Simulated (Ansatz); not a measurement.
One crystal and one scan (scan of one atom of the cell) at two levels, PBE (plane waves to 420 eV, PAW, scalar-relativistic; Ansatz, an electronic-structure program) and r2SCAN (plane waves to 500 eV, PAW, scalar-relativistic; Ansatz), each from its own relaxed cell and on its own mesh.

The crystal is TiO2 (rutile); one Ti atom of a 6-atom cell moves by s along Cartesian [110], with its periodic images.

Energies are smeared free energies. TiO2 is run without spin polarisation. TiO2 was relaxed with its symmetry unable to fall.

```json
[
 {"quantity": "Lattice constant a (Å)", "run 1": "4.643", "run 2": "4.597"},
 {"quantity": "Lattice constant c (Å)", "run 1": "2.964", "run 2": "2.954"},
 {"quantity": "Relaxed volume (Å³/atom)", "run 1": "10.65", "run 2": "10.40"},
 {"quantity": "Force constant k = d²E/ds² at s = 0 (finite differences) (eV/Å²)", "run 1": "20.02", "run 2": "21.78"}
]
```

Q: Which run is which level?

A: Run 1 is PBE, run 2 is r2SCAN. PBE gives the higher value for: lattice constant a; lattice constant c; relaxed volume. PBE gives the lower value for: force constant k = d²E/ds² at s = 0. Both give the same shape of the curve: a single well with its minimum at or next to zero displacement. Neither level is exact: the differences show how much the result hangs on the functional.

(A displaced cell: forces are minus the slopes of the energy, force constants its curvatures, and phonons follow from these.)
